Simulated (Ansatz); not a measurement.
Ga$_{2}$PN:
```xyz
4
Lattice="3.5527 0.0000 0.0000 -1.7763 3.0767 0.0000 0.0000 0.0000 5.9019" Properties=species:S:1:pos:R:3 pbc="T T T"
Ga     0.0000     0.0000     2.7578
Ga     1.7763     1.0256     0.2268
P      0.0000     0.0000     5.1399
N      1.7763     1.0256     2.2038
```

Relaxed with PBE. Special points in fractions of this cell's reciprocal vectors: Γ (0.000, 0.000, 0.000); M (0.500, 0.000, 0.000); K (0.333, 0.333, 0.000); A (0.000, 0.000, 0.500); L (0.500, 0.000, 0.500); H (0.333, 0.333, 0.500).

Q: List the band energies nearest the Fermi level at these points for PBE in the plane-wave PAW code Ansatz.

A: In eV from the Fermi level; about four levels below and three above (degenerate sets whole), none deeper than 8.9 eV; points with the same levels are listed once.

| k | below | above |
|---|---|---|
| Γ | -2.58 -2.58 -1.41 -1.12 | 0.15 0.15 3.67 |
| M | -4.97 -3.73 -3.21 -1.38 | 1.51 2.77 3.31 |
| K | -5.60 -3.98 -3.72 -3.45 | 2.27 3.48 4.52 |
| A | -5.35 -4.69 -2.51 -2.51 | 0.01 0.01 0.71 |
| L | -3.54 -3.30 -2.56 -1.76 | 1.13 2.30 3.22 |
| H | -5.10 -4.31 -2.95 -2.02 | 2.41 3.03 3.58 |

Space group P3m1. The start of the workflow was typed in or built on a structure type; neither database checked (COD, Materials Project) lists it. Its standing as an ambient phase is unchecked. The PBE relaxation kept the symmetry of its start; whether a distortion lowers the energy is not shown. Scalar-relativistic: spin–orbit coupling is off unless named, which matters more the heavier the elements.

Potentials: the later of the program's two PAW sets.
